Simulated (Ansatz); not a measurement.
The relaxed structure here is a generated cell of Ti2C: the first start was made by placing the elements on the sites of a structure type, and the end was not matched to a known phase here, so it may be hypothetical.

One starting cell of Ti2C (a generated cell, Ti2C built in the AFLOW prototype A2B_tP6_129_ac_c (C38, as in Cu2Sb)) was relaxed twice with Ansatz (plane waves, PAW, scalar-relativistic): with PBEsol at 420 eV and with PBE at 420 eV. The PBEsol result:

```cif
data_C2Ti4
_chemical_formula_sum 'Ti4 C2'
_space_group_name_H-M_alt 'P 1'
_space_group_IT_number 1
_cell_length_a 3.26833
_cell_length_b 3.26833
_cell_length_c 6.29754
_cell_angle_alpha 90.000
_cell_angle_beta 90.000
_cell_angle_gamma 90.000
loop_
_space_group_symop_operation_xyz
  'x, y, z'
loop_
_atom_site_label
_atom_site_type_symbol
_atom_site_fract_x
_atom_site_fract_y
_atom_site_fract_z
_atom_site_occupancy
Ti1 Ti 0.00000 0.00000 0.00000 1
Ti2 Ti 0.50000 0.50000 0.00000 1
Ti3 Ti 0.50000 0.00000 0.36779 1
Ti4 Ti 0.00000 0.50000 0.63221 1
C1 C 0.50000 0.00000 0.73016 1
C2 C 0.00000 0.50000 0.26984 1
```

| quantity | PBEsol | PBE |
|---|---|---|
| space group | P4/nmm | P4/nmm |
| volume (Å³/atom) | 11.21 | ? |
| a (Å) | 3.268 | ? |
| c (Å) | 6.298 | ? |
| gap (eV, no spin-orbit coupling) | 0.00 | ? |

### Question
Fill in the PBE column.

### Answer

- volume (Å³/atom), PBE: 11.61
- a (Å), PBE: 3.313
- c (Å), PBE: 6.345
- gap (eV, no spin-orbit coupling), PBE: 0.00

Both levels end in the same structure; PBE's volume is 3.5 % larger. Neither column is exact.

No spin polarisation in the result.

The run could not lose the symmetry of its start: the end is stationary, and may be a saddle point rather than a minimum.

Ansatz is a quantum-chemistry and plane-wave program.
